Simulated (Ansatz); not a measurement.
An elastic tensor (GPa, Voigt order, standard axes) from plane-wave PAW LDA (Ansatz code):

```
     1    2    3    4    5    6
-  ---  ---  ---  ---  ---  ---
1  358  168  168  0.0  0.0  0.0
2  168  358  168  0.0  0.0  0.0
3  168  168  358  0.0  0.0  0.0
4  0.0  0.0  0.0  140  0.0  0.0
5  0.0  0.0  0.0  0.0  140  0.0
6  0.0  0.0  0.0  0.0  0.0  140
```

Q: Pick the material that matches.
A) Si, diamond
B) GaP, zinc blende
C) AlRu, CsCl type
D) Pb, fcc (Cu type)

A: C, AlRu, CsCl type

Space group Pm-3m (CsCl type). The cell was relaxed with LDA under the symmetry of its start; of distortions, only those at the zone centre were tested. No spin polarisation was allowed. As this level gives no gap, shear constants depend on the k-mesh and smearing (Fermi–Dirac, 0.1 eV here). Spin–orbit coupling is left out wherever it is not named.

Potentials: the later of the program's two PAW sets.
